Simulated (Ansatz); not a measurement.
Profile along the Sn–Sn line in Sn (beta-Sn type, space group I4_1/amd)

Sn (beta-Sn type, space group I4_1/amd)

```
CELL_PARAMETERS angstrom
     -2.97350     2.97350     1.60615
      2.97350    -2.97350     1.60615
      2.97350     2.97350    -1.60615
ATOMIC_POSITIONS crystal
  Sn 0.75000 0.25000 0.50000
  Sn 0.00000 0.00000 0.00000
```

Fields along a shortest Sn–Sn line of a (100) plane (3.08 Å), from Sn to Sn, interpolated on the slice's grid (step about 0.2 Å). Calculation: PBE (plane waves to 420 eV, PAW, scalar-relativistic; Ansatz, a program for electronic structure). k mesh 16×16×16. These are valence fields of a PAW run, semicore shells included where kept as valence: close to a nucleus they are smooth pseudo fields. Sn was relaxed with its symmetry unable to fall.

```tsv
distance from Sn (Å)	valence electron density (e/Å³)	electron localisation function
0.00	16.40	x
0.15	14.77	x
0.31	10.52	x
0.46	6.14	x
0.62	3.08	0.16
0.77	1.44	0.28
0.92	0.71	0.33
1.08	0.42	0.35
1.23	0.30	0.41
1.39	0.25	0.50
1.54	0.23	0.53
1.69	0.25	0.50
1.85	0.30	0.41
2.00	0.42	0.35
2.16	0.71	0.33
2.31	1.44	0.28
2.46	3.07	0.16
2.62	6.14	x
2.77	10.52	x
2.93	14.78	x
3.08	16.59	x
```

x: too close to a nucleus for the ELF to mean much.

Density on the Sn–Sn line (3.08 Å) at its midpoint: 0.23 e/Å³. ELF at that point: 0.53. ELF maximum in the middle third of the Sn–Sn line: 0.53, 1.5 Å from Sn.
